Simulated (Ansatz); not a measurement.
Ta2TlAg: single run (Ansatz)

input.yaml:

```yaml
crystal:
  lattice:
    - [-3.485526, 3.485526, 3.201335]
    - [3.485526, -3.485526, 3.201335]
    - [3.485526, 3.485526, -3.201335]
  atoms:
    - { symbol: Ta, position: [0.682, 0.182, 0.864] }
    - { symbol: Ta, position: [0.182, 0.318, 0.5] }
    - { symbol: Ta, position: [0.318, 0.818, 0.136] }
    - { symbol: Ta, position: [0.818, 0.682, 0.5] }
    - { symbol: Tl, position: [0.25, 0.25, 0.0] }
    - { symbol: Tl, position: [0.75, 0.75, 0.0] }
    - { symbol: Ag, position: [0.25, 0.75, 0.5] }
    - { symbol: Ag, position: [0.75, 0.25, 0.5] }
  symmetry: { tolerance: 0.0003 }
kpoints:
  mp_grid: { grid: [4, 4, 4], shift: [0.5, 0.5, 0.5] }
magnetization:
  spin_polarized: false
scf:
  occupations: { method: fermi_dirac }
hamiltonian:
  pseudopotentials: { kind: paw }
  xc: pbe
basis:
  ecutwfc: 420
output:
  forces: true
  stress: true
  eigenvalues: true
```

The command:

```bash
ansatz run input.yaml --threads 1 --pin off --max-ram 2560MiB --backend cpu --events-out ev --progress --plain --runs-dir out
```

Origin of the cell: a known structure type with other elements, at an estimated volume, so it need not be a known compound.

The smearing width isn't typed, so it takes its default of 0.1 eV.

Output (shortened):

```
Pseudopotentials: kind: paw
Pseudopotential: Ta, paw, valence charge 13, recommended cutoff 420 eV (normal), Ta.paw.azcp
Pseudopotential: Tl, paw, valence charge 13, recommended cutoff 420 eV (normal), Tl.paw.azcp
Pseudopotential: Ag, paw, valence charge 19, recommended cutoff 420 eV (normal), Ag.paw.azcp
Functional definition: PBE
  exchange = pbe_x(kappa = kappa, mu = beta*pi^2/3)
  correlation = pbe_c(beta = beta)
Crystal: 8 atoms, lattice volume = 155.571 Å³
Basis set: ecut = 420 eV, 3063 PW (Γ), exchange–correlation on 80×80×80 points (8 copies of the dense FFT grid, shifted against one another)
Bands: 70, of which v1, the nominal top of the filled ones, is band 58 counted from 1 (57 counted from 0)
Symmetry: 16 space group operations
Space group: I4/mcm (ITA 140), of the structure as read, at distance tolerance 1.6e-3 Å
[… 7 lines left out …]
Initial density: superposition of atomic densities (neutral atoms: chi_scale 0, normalization atom), corrected by the library's trained network
Functional: x = pbe(κ = 0.804, μ = 0.219515), c = pbe(β = 0.066725)
SCF iter   1: F=—  HF=-77787.576260 eV  Δρ=7.16e-3  dr2=9.88e-2
SCF iter   2: F=—  HF=-77787.565157 eV  Δρ=3.26e-3  dr2=2.28e-2
SCF iter   3: F=—  HF=-77787.561850 eV  Δρ=8.91e-4  dr2=2.48e-3
SCF iter   4: F=—  HF=-77787.561394 eV  Δρ=1.79e-4  dr2=1.17e-4
SCF iter   5: F=—  HF=-77787.561364 eV  Δρ=4.42e-5  dr2=7.78e-6
SCF iter   6: F=—  HF=-77787.561356 eV  Δρ=1.27e-5  dr2=3.88e-7
SCF iter   7: F=-77787.561356 eV  HF=-77787.561356 eV  Δρ=3.32e-6  dr2=1.93e-8
SCF 1 converged in 7 iterations: F = -77787.561356 eV  dr2 = 1.93e-8
SCF converged after 7 iterations
Free energy (F): -77787.561356 eV
Harris-Foulkes:  -77787.561356 eV  (|F-HF|=7.61e-9)
Internal energy: -77787.383477 eV  (E = F + TS)
E sigma→0 (E₀):  -77787.472416 eV
Entropy (-TS):   -0.177879 eV (-22.235 meV/atom)
Fermi energy:    17.205264 eV
--- Per-component energies (eV) ---
  E_band       = -926.652136
  E_kinetic    = 3203.267509
  E_local      = -9749.243928  (includes V_loc(G=0)·N_el)
  E_nonlocal   = 841.133641
  E_hartree    = 4087.257400
  E_xc         = -1707.357751
  E_vxc        = -1574.933128  (∫ρ·V_xc dr)
  E_paw        = -61719.236473  (= ΣΔE_a)
  E_vpaw       = -1821.386085  (= ΣTr[D̂ρ^β])
  E_aug_tail   = 0.001311  (compensation charges beyond the density's cutoff)
  E_ewald      = -12743.205185
  E_smearing   = -0.177879  (= −TS)
  Σ components = -77787.561356   (vs F -77787.561356, Δ=0.00e0)
--- Forces (eV/Å), atoms counted from 1 ---
  atom   1  Ta     3.936120     3.936120     0.000000
  atom   2  Ta    -3.936120     3.936120    -0.000000
  atom   3  Ta    -3.936120    -3.936120     0.000000
  atom   4  Ta     3.936120    -3.936120    -0.000000
  atom   5  Tl     0.000000    -0.000000     0.000000
  atom   6  Tl     0.000000     0.000000     0.000000
  atom   7  Ag     0.000000    -0.000000     0.000000
  atom   8  Ag     0.000000    -0.000000     0.000000
  max |Σ_I F_I| component: 4.56e-16 eV/Å
--- Stress (GPa, compression-positive) ---
       10.578042       0.000000       0.000000
        0.000000      10.578042       0.000000
        0.000000      -0.000000      23.311223
  P = ⅓ Tr σ = 14.8224 GPa (148.224 kbar)
```

Caveats: no moments, though an odd count or open d shells may carry them; no spin-orbit coupling, though heavy elements are present; the k mesh is coarse if the cell is a metal.

The run took 5.5 s of wall time on 1 CPU thread(s) of a shared host, from the program's own first density.
